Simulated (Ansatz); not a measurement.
Total density of states per atom from PBEsol (plane waves, PAW; program Ansatz), in 0.25 eV bins, energy from the valence-band maximum:

(E (eV), states/eV/atom): (-7.85, 0.00); (-7.60, 0.00); (-7.35, 0.00); (-7.10, 0.00); (-6.85, 0.00); (-6.60, 0.00); (-6.35, 0.00); (-6.10, 0.01); (-5.85, 0.76); (-5.60, 2.06); (-5.35, 0.50); (-5.10, 0.27); (-4.85, 0.64); (-4.60, 0.94); (-4.35, 1.08); (-4.10, 2.97); (-3.85, 2.77); (-3.60, 0.00); (-3.35, 0.00); (-3.10, 0.00); (-2.85, 0.00); (-2.60, 0.00); (-2.35, 1.58); (-2.10, 7.81); (-1.85, 2.38); (-1.60, 2.09); (-1.35, 2.09); (-1.10, 1.63); (-0.85, 1.26); (-0.60, 0.67); (-0.35, 0.38); (-0.10, 0.12); (0.15, 0.00); (0.40, 0.00); (0.65, 0.00); (0.90, 0.00); (1.15, 0.00); (1.40, 0.00); (1.65, 0.01); (1.90, 0.03); (2.15, 0.06); (2.40, 0.25); (2.65, 0.42); (2.90, 0.67); (3.15, 1.15); (3.40, 0.94); (3.65, 0.64); (3.90, 0.54); (4.15, 0.44); (4.40, 0.47); (4.65, 1.08); (4.90, 0.89); (5.15, 0.55); (5.40, 0.61); (5.65, 1.12); (5.90, 0.96)

Problem. Which compound is it?
A) BeSe, zinc blende
B) CuI, zinc blende
C) Cd, hcp (Mg type)
D) Cu, fcc (Cu type)

Solution. B, CuI, zinc blende. Top 1 eV of the valence band: Cu 3d 58 %, I 5p 38 %. Bottom 1 eV of the conduction band: Cu 4s 63 %, I 5s 18 %, I 5p 14 %. Projections are on Löwdin-orthogonalised atomic valence shells; empty p or d shells of many metals are not among them.

Space group F-43m (zinc blende). The PBEsol relaxation kept the symmetry of its start. No spin polarisation was allowed. Scalar-relativistic: spin–orbit coupling is off unless named, which matters more the heavier the elements.

Potentials: the later of the program's two PAW sets.
